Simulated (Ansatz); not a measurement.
**Every step of a relaxation of LiRh**

DFT, PBEsol, PAW with Ansatz's default frozen-core files, scalar-relativistic (Ansatz 0.2.0); a Γ-centred 16×16×8 k mesh, Fermi–Dirac smearing of 0.05 eV, spin-polarised from start moments Rh2 1 μB. The run relaxes shape and atoms at held volume.

Command: `ansatz run input.yaml --threads 1 --pin off --max-ram 2048MiB --backend cpu --events-out ev --progress --plain --runs-dir out` It took 72 s on 1 thread of AMD EPYC 7R43 64-Core Processor (Zen 3), on a shared host, peak memory 0.42 GiB.

PAW: frozen-core files, cutoff 420 eV; forces are relaxed below 0.01 eV/Å.

Each step lists its free energy a cell above the last geometry, the pressure, the cell vectors (Å), and Cartesian positions (Å) with forces (eV/Å).

The first step:

```
step 1  dF = 767.22 meV  P = 193.3 GPa
  cell 2.2370 0.0000 0.0000  -1.1185 1.9373 0.0000  0.0000 0.0000 3.6492
  Li 0.0000 0.0000 1.8246   0.0000 0.0000 0.0000
  Rh 1.1185 0.6458 0.0000   0.0000 0.0000 0.0000
```

The start moments died away, and the runs ended non-magnetic. The PAW files were made under PBE.

Where does the relaxation end, and by which steps?

After 7 geometries, with conventional a, b, c = 2.414, 2.414, 3.134 Å, at 7.908 Å³/atom and 141.7 GPa in space group P-6m2, with a shortest distance of 2.097 Å and a cell moment of 0.00 μB. The further steps:
```
step 2  dF = 267.53 meV  P = 171.5 GPa
  cell 2.2929 0.0000 0.0000  -1.1465 1.9857 0.0000  0.0000 0.0000 3.4735
  Li 0.0000 0.0000 1.7368   0.0000 0.0000 0.0000
  Rh 1.1465 0.6619 0.0000   0.0000 0.0000 0.0000
step 3  dF = 38.86 meV  P = 154.5 GPa
  cell 2.3516 0.0000 0.0000  -1.1758 2.0365 0.0000  0.0000 0.0000 3.3024
  Li 0.0000 0.0000 1.6512   0.0000 0.0000 0.0000
  Rh 1.1758 0.6788 0.0000   0.0000 0.0000 0.0000
step 4  dF = 8.91 meV  P = 148.4 GPa
  cell 2.3783 0.0000 0.0000  -1.1891 2.0597 0.0000  0.0000 0.0000 3.2286
  Li 0.0000 0.0000 1.6143   0.0000 0.0000 0.0000
  Rh 1.1891 0.6865 0.0000   0.0000 0.0000 0.0000
step 5  dF = 2.05 meV  P = 144.9 GPa
  cell 2.3961 0.0000 0.0000  -1.1980 2.0751 0.0000  0.0000 0.0000 3.1808
  Li 0.0000 0.0000 1.5904   0.0000 0.0000 0.0000
  Rh 1.1980 0.6917 0.0000   0.0000 0.0000 0.0000
step 6  dF = 0.19 meV  P = 142.5 GPa
  cell 2.4087 0.0000 0.0000  -1.2043 2.0860 0.0000  0.0000 0.0000 3.1476
  Li 0.0000 0.0000 1.5738   0.0000 0.0000 0.0000
  Rh 1.2043 0.6953 0.0000   0.0000 0.0000 0.0000
step 7  dF = 0.00 meV  P = 141.6 GPa
  cell 2.4139 0.0000 0.0000  -1.2069 2.0905 0.0000  0.0000 0.0000 3.1341
  Li 0.0000 0.0000 1.5670   0.0000 0.0000 0.0000
  Rh 1.2069 0.6968 0.0000   0.0000 0.0000 0.0000
step 8  dF = -2.06 meV  P = 141.7 GPa  (same geometry on a basis chosen anew; earlier energies don't compare to the last digit)
  cell 2.4139 0.0000 0.0000  -1.2069 2.0905 0.0000  0.0000 0.0000 3.1341
  Li 0.0000 0.0000 1.5670   0.0000 0.0000 0.0000
  Rh 1.2069 0.6968 0.0000   0.0000 0.0000 0.0000
```
